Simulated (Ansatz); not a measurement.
# Sn2GeTe3: computed property card

Sn$_{2}$GeTe$_{3}$:
```
Sn2GeTe3
1.0
    4.40734     0.00000     0.00000
   -2.20367     3.81687     0.00000
    0.00000     0.00000    10.81796
Sn Ge Te
2 1 3
Direct
  0.33333   0.66667   0.82600
  0.66667   0.33333   0.17400
  0.00000   0.00000   0.50000
  0.33333   0.66667   0.34788
  0.66667   0.33333   0.65212
  0.00000   0.00000   0.00000
```

Space group P-3m1 (No. 164); conventional cell a = b = 4.407 Å, c = 10.818 Å, α = β = 90.00°, γ = 120.00°.

Method: the program Ansatz at the r²SCAN level (PAW). The cell and atoms are relaxed at this level. Other levels are named where they apply.

### Cell and energy

| Quantity | Value |
|---|---|
| Volume per atom | 30.33 Å³ |
| Density | 6.32 g/cm³ |
| Formation energy from the elements (no fitted shifts) | -0.17 eV/atom |

### Electronic structure

| Quantity | Value |
|---|---|
| Band gap | 0.21 eV (smallest direct gap 0.21 eV) |
| Valence-band maximum | at A |
| Conduction-band minimum | at L (3 equivalent valleys) |
| Electron effective mass | 0.019, 0.94, 1.2 mₑ (principal values) |
| Hole effective mass | 0.013, 0.013, 0.12 mₑ (principal values) |
| HSE06 gap on the r²SCAN cell | 0.34 eV |
| Gap with spin–orbit coupling | none (metallic) |

### Mechanics

| Item | Result |
|---|---|
| Bulk modulus (Birch–Murnaghan fit) | 46.5 GPa |
| Pressure derivative B′ | 4.3 |
| Elastic constants (relaxed ions, GPa) | C11 = 90.6, C12 = 16.8, C13 = 32.2, C14 = 21.8, C33 = 75.0, C44 = 52.3 |
| Mechanical stability | stable (all eigenvalues of C positive) |
| Hill bulk and shear moduli | 46.5 and 34.8 GPa |
| Young's modulus | 83.5 GPa |
| Poisson's ratio | 0.20 |
| Debye temperature from the elastic constants | 247 K |

### Phonons

| Quantity | Value |
|---|---|
| Highest zone-centre frequency (without LO–TO term) | 18.1 meV |
| Zone-centre stability | unstable, softest mode 71i cm⁻¹ |

### Charges

| Quantity | Result |
|---|---|
| Bader charges | Sn +0.69, Ge +0.45, Te -0.69 to -0.57 e |

The workflow started from a Materials Project entry (that database holds measured and hypothetical structures alike); the Crystallography Open Database copy checked does not list it. With Sn and Ge taken as one species the cell has the higher symmetry Fm-3m, so it may be an ordered model of a mixed-site phase. Whether it is the stable phase at ambient conditions was not checked. The cell was relaxed with r²SCAN under the symmetry of its start. The references are the lowest solids computed at this level, not always the standard phases. Scalar-relativistic: spin–orbit coupling is off unless named, which matters more the heavier the elements.

Potentials: the later of the program's two PAW sets.
